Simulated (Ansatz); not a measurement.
Au:
```xyz
2
Lattice="2.8756 0.0000 0.0000 -1.4378 2.4903 0.0000 0.0000 0.0000 4.7572" Properties=species:S:1:pos:R:3 pbc="T T T"
Au     0.0000     1.6602     3.5679
Au     1.4378     0.8301     1.1893
```

Relaxed with PBEsol. Special points in fractions of this cell's reciprocal vectors: Γ (0.000, 0.000, 0.000); M (0.500, 0.000, 0.000); K (0.333, 0.333, 0.000); A (0.000, 0.000, 0.500); L (0.500, 0.000, 0.500); H (0.333, 0.333, 0.500).

Question: List the band energies nearest the Fermi level at these points for PBEsol in the plane-wave PAW code Ansatz.

Answer: In eV from the Fermi level; about four levels below and three above (degenerate sets whole), none deeper than 8.9 eV; … stands for higher levels left out; points with the same levels are listed once.

| k | below | above |
|---|---|---|
| Γ | -3.61 -3.61 -2.15 -2.15 -1.11 | 2.89 14.41 … |
| M | -3.77 -1.88 -1.87 -1.67 | 0.33 1.52 5.83 |
| K | -3.66 -2.39 -2.39 -2.25 | 2.23 2.23 3.75 |
| A | -2.62 -2.62 -2.62 -2.62 | 10.95 10.95 … |
| L | -2.40 -2.40 -1.75 -1.75 | 0.40 0.40 3.95 3.95 |
| H | -3.66 -3.66 -2.10 -2.10 | 4.29 4.29 4.54 4.54 |

Space group P6_3/mmc (hcp (Mg type)). The first step of the workflow began from a Materials Project structure, measured or hypothetical; the Crystallography Open Database files this formula in space group No. 194, but the cells were not matched. It is not the phase usual at ambient conditions (space group No. 225). The PBEsol relaxation kept the symmetry of its start; its stability against distortions is not shown here. Spin–orbit coupling is left out wherever it is not named.

Potentials: the later of the program's two PAW sets.
